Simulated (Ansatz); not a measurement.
Straining ZnSe$_{2}$

The calculation used Ansatz, DFT PBEsol, scalar-relativistic, plane waves, PAW. Run with 420 eV cutoff, 6×6×6 k-mesh, Gaussian smearing of 0.02 eV, no spin polarisation.

Starting point, cell and atoms relaxed:

```
Zn Se
1.0
     6.23922    0.00000    0.00000
     0.00000    6.23922    0.00000
     0.00000    0.00000    6.23922
Zn Se
4 8
Direct
  0.50000 0.50000 0.00000
  0.50000 0.00000 0.50000
  0.00000 0.50000 0.50000
  0.00000 0.00000 0.00000
  0.10996 0.89004 0.39004
  0.89004 0.39004 0.10996
  0.39004 0.10996 0.89004
  0.60996 0.60996 0.60996
  0.89004 0.10996 0.60996
  0.10996 0.60996 0.89004
  0.60996 0.89004 0.10996
  0.39004 0.39004 0.39004
```

Deformation: biaxial strain in the a-b plane, with the length and tilt of c and the atoms relaxed, all within the symmetry that the strain leaves. Energies are extrapolated to zero smearing. Gaps are Kohn–Sham gaps over the whole zone.

| strain (%) | ΔE (meV/atom) | a (Å) | b (Å) | c (Å) | gap (eV) |
| --- | --- | --- | --- | --- | --- |
| -3.0 | 11.8 | 6.052 | 6.052 | 6.467 | 0.45 |
| -1.5 | 2.7 | 6.146 | 6.146 | 6.350 | 0.57 |
| +0.0 | 0.0 | 6.239 | 6.239 | 6.239 | 0.68 |
| +1.5 | 2.3 | 6.333 | 6.333 | 6.135 | 0.62 |
| +3.0 | 8.3 | 6.426 | 6.426 | 6.043 | 0.66 |

Question: What stiffness (1/V) d²E/dε² at zero strain does a cubic fit over all points give?

Answer: A cubic fit gives (1/V) d²E/dε² = 177 GPa at zero strain (twice the biaxial modulus).

Question: How does the free axis c answer a small strain?

Answer: Between the innermost points its strain is -1.15 times the applied one.

Question: How fast does the gap move with strain on either side?

Answer: 75 meV per percent on the compressed side and -42 meV per percent on the stretched side; it is indirect at -1.5 %, indirect at zero and indirect at +1.5 %.